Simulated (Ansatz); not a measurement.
# Fields on a plane of Al2Cu (Al2Cu type, space group I4/mcm)

```
Al2Cu
1.0
   -3.00291     3.00291     2.39485
    3.00291    -3.00291     2.39485
    3.00291     3.00291    -2.39485
Al Cu
4 2
Direct
  0.65905   0.15905   0.81810
  0.84095   0.65905   0.50000
  0.15905   0.34095   0.50000
  0.34095   0.84095   0.18190
  0.25000   0.25000   0.00000
  0.75000   0.75000   0.00000
```

The slice is a (100) plane (indices of the conventional cell) through the point (0.159, 0.341, 0.500) (fractional), spanned by u = [110] and v = [101] in vectors of this cell: u (4.79 Å) and v (6.01 Å, at 90° to u). It covers one period; positions are fractions (u, v).

Atoms on it: Al at (0.00, 0.00); Al at (0.50, 0.68). Other atoms lie within 1 Å of the plane.

Method: r2SCAN (plane waves to 500 eV, PAW, scalar-relativistic; Ansatz, a quantum-chemistry and plane-wave program). k mesh 12×12×12. Inside the PAW spheres the values are not all-electron values, and peaks at nuclei hang on which shells count as valence. Al2Cu is run without spin polarisation. Al2Cu was relaxed with its symmetry unable to fall.

| v \ u | 0.00 | 0.12 | 0.23 | 0.35 | 0.46 | 0.58 | 0.69 | 0.81 | 0.92 |
|---|---|---|---|---|---|---|---|---|---|
| 0.88 | x | x | 5.5 | 6.1 | 3.3 | 4.1 | 6.6 | 3.5 | x |
| 0.75 | 7.0 | 7.6 | 5.9 | x | x | x | <-1.0 | 7.2 | 7.4 |
| 0.62 | 5.4 | 6.6 | 5.4 | x | x | x | x | 6.6 | 6.0 |
| 0.50 | 1.4 | 3.8 | 6.0 | 4.8 | 1.8 | 2.7 | 5.6 | 5.6 | 2.7 |
| 0.38 | 5.1 | 3.9 | x | 3.7 | 6.8 | 6.1 | 1.9 | 1.5 | 4.6 |
| 0.25 | 6.8 | 6.0 | 4.0 | 3.7 | 3.1 | 3.4 | 3.7 | 4.6 | 6.5 |
| 0.12 | x | x | 5.2 | 5.8 | 3.0 | 3.8 | 6.3 | 3.3 | x |
| 0.00 | x | x | 1.7 | 7.5 | 7.3 | 7.5 | 6.8 | x | x |

Values: electrostatic potential energy of an electron, from the cell's mean, in eV. Points within 1 Å of a nucleus are blanked (x), as the pseudised field means little there. Values under -1 eV are set to -1. The zero, the cell's mean, hangs on the PAW cores.

```
v \ u  0.00  0.12  0.23  0.35  0.46  0.58  0.69  0.81  0.92
-----  ----  ----  ----  ----  ----  ----  ----  ----  ----
0.88   -0.8  -0.7  -0.8  -0.8  -0.8  -0.8  -0.8  -0.7  -0.7
0.75   -0.9  -0.9  -0.8  -0.7  -1.1  -1.0  -0.7  -0.8  -0.9
0.62   -0.9  -0.8  -0.7  -0.7  -1.1  -1.0  -0.7  -0.8  -0.8
0.50   -0.7  -0.6  -0.6  -0.6  -0.6  -0.6  -0.6  -0.6  -0.6
0.38   -0.6  -0.5  -0.4  -0.5  -0.6  -0.6  -0.4  -0.4  -0.6
0.25   -0.7  -0.6  -0.5  -0.5  -0.6  -0.6  -0.5  -0.5  -0.6
0.12   -0.7  -0.6  -0.7  -0.7  -0.7  -0.7  -0.7  -0.6  -0.7
0.00   -1.3  -1.0  -0.7  -0.9  -0.9  -0.9  -0.8  -0.7  -1.2
```

Values: log₁₀ of the valence density in e/Å³. The scale is logarithmic, as a density can span decades between atoms and voids.
